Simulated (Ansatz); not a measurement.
Here is the system:

Starting cell, LaCu2 (space group P6/mmm):

```yaml
crystal:
  lattice:
    - [4.26322, 0.00000, 0.00000]
    - [-2.13161, 3.69206, 0.00000]
    - [0.00000, 0.00000, 3.78231]
  atoms:
    - { symbol: La, position: [0.00000, 0.00000, 0.00000] }
    - { symbol: Cu, position: [0.33333, 0.66667, 0.50000] }
    - { symbol: Cu, position: [0.66667, 0.33333, 0.50000] }
```

Scan: atom 3 (Cu, nearest neighbour Cu at 2.461 Å; its periodic images, 3.8 Å or more away, move with it) is displaced towards the nearest neighbour, direction (0.000, -1.000, 0.000) in Cartesian axes, by s. The other atoms stay.

Level of theory: PBEsol (plane waves to 420 eV, PAW, scalar-relativistic; Ansatz, a quantum-chemistry and plane-wave program). k mesh 10×10×10 (Γ-centred), Fermi-Dirac smearing 0.05 eV. The energy includes the smearing's −TS. Left out: 1 of 11 points, with atoms too close for the PAW data. With partly filled bands, energies and forces of such displacements shift with the k mesh and the smearing. On this mesh the relaxed cell isn't quite at rest: it carries a pressure of -0.1 GPa (compression positive) at the zero of the scan. LaCu2 is run without spin polarisation. LaCu2 was relaxed with its symmetry unable to fall. The zero of ΔE is the undisplaced structure.

The scan covers s from -0.490 to 0.392 Å in 10 points.

Question: Is the energy the same for displacements of ±0.392 Å, and if not, which side lies higher?

Answer: Not even: the positive side lies higher at ±0.392 Å. With its periodic images moving along, the atom's site symmetry in this cell is -6m2.

Question: What is the energy change at s = 0.392 Å?

Answer: 590 meV/cell.

Question: What force acts on the atom along the line at s = -0.490 Å?

Answer: 2.11 eV/Å.

Question: What is the force constant k = d²E/ds² of this move at s = 0?

Answer: 5.33 eV/Å².

(A displaced cell: forces are minus the slopes of the energy, force constants its curvatures, and phonons follow from these.)
